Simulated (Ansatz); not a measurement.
Na3BrO (anti-perovskite, Pm-3m), the program Ansatz at the r²SCAN level (PAW). The conduction-band minimum lies at Γ, with 1 equivalent valley. Second derivatives d²E/dk² of the lowest band at one valley (eV·Å²), along Cartesian directions:

```csv
direction,d²E/dk²
[100],23.27
[010],23.27
[001],23.27
[110],23.27
[101],23.27
[011],23.27
```

Find the principal effective masses, the density-of-states mass and the conductivity mass.

Off-diagonal terms follow from H_xy = H[110] − (H_xx + H_yy)/2, and m*/mₑ = 7.620 eV·Å² over each eigenvalue: 0.33, 0.33, 0.33. One valley's DOS mass (m₁m₂m₃)^(1/3) = 0.33, conductivity mass 3/(Σ 1/mᵢ) = 0.33 mₑ.

What effective density of states Nc follows at 300 K for parabolic valleys?

Nc = 2.509e19 × 1 × (0.33)^(3/2) ≈ 4.8e18 cm⁻³.

The workflow started from a Materials Project entry (that database holds measured and hypothetical structures alike); the Crystallography Open Database copy checked does not list it. Its standing as an ambient phase is unchecked. The cell was relaxed with r²SCAN under the symmetry of its start; its stability against distortions is not shown here. Scalar-relativistic: spin–orbit coupling is off unless named, which matters more the heavier the elements.

Potentials: the later of the program's two PAW sets.

Edges and masses are those of Kohn–Sham bands, whose gap is no quasiparticle gap.
